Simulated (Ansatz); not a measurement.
TiS$_{2}$ (CdI2 type, P-3m1) at seven volumes, plane-wave PAW PBE+D3(BJ) (Ansatz code), shape and atoms relaxed at each. One row is withheld.

```csv
V (Å³/atom),P (GPa)
16.375,5.58
16.915,?
17.455,1.42
17.995,0.01
18.535,-1.01
19.075,-1.64
19.614,-2.14
```

### Question
Fit the shown pressures and predict the withheld one.

### Answer
P = (3/2)B₀(x^(7/2) − x^(5/2))[1 + (3/4)(B′ − 4)(x − 1)] with x = (V₀/V)^(2/3). Least squares on the six rows gives V₀ = 18.007 Å³/atom, B₀ = 38.4 GPa, B′ = 9.44. At V = 16.915, x = 1.0426 and P = 3.20 GPa. The run itself gave 3.26 GPa.

The cell was relaxed with PBE+D3(BJ) under the symmetry of its start. No spin polarisation was allowed.

Potentials: the earlier of the program's two PAW sets.
